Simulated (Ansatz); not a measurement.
Ni3S4:
```
Ni3S4
1.0
    0.00000     4.69777     4.69777
    4.69777     0.00000     4.69777
    4.69777     4.69777     0.00000
Ni S
6 8
Cartesian
  3.52333   3.52333   5.87222
  3.52333   5.87222   3.52333
  5.87222   5.87222   5.87222
  5.87222   3.52333   3.52333
  2.34889   2.34889   2.34889
  0.00000   0.00000   0.00000
  8.14386   8.14386   8.14386
  3.60057   5.79498   5.79498
  5.94945   5.94945   8.14386
  5.79498   3.60057   5.79498
  8.14386   5.94945   5.94945
  3.60057   3.60057   3.60057
  5.94945   8.14386   5.94945
  5.79498   5.79498   3.60057
```

This is the r²SCAN-relaxed structure.

**Question.** All from the program Ansatz at the r²SCAN level (PAW), unless another level is named. Give the electronic character.

**Answer.** metallic (no gap).

**Question.** Give the formation energy from the elements (no fitted shifts).

**Answer.** -0.48 eV/atom.

**Question.** Next, the density of states at the Fermi level?

**Answer.** 0.60 states/eV per atom (mean over ±0.08 eV).

Space group Fd-3m. The workflow started from a Materials Project entry (that database holds measured and hypothetical structures alike); the Crystallography Open Database files this formula in space group No. 227, but the cells were not matched. Whether it is the stable phase at ambient conditions was not checked. The cell was relaxed with r²SCAN under the symmetry of its start; whether a distortion lowers the energy is not shown. The run is not spin-polarised. The references are the lowest solids computed at this level, not always the standard phases.

Potentials: the earlier of the program's two PAW sets.
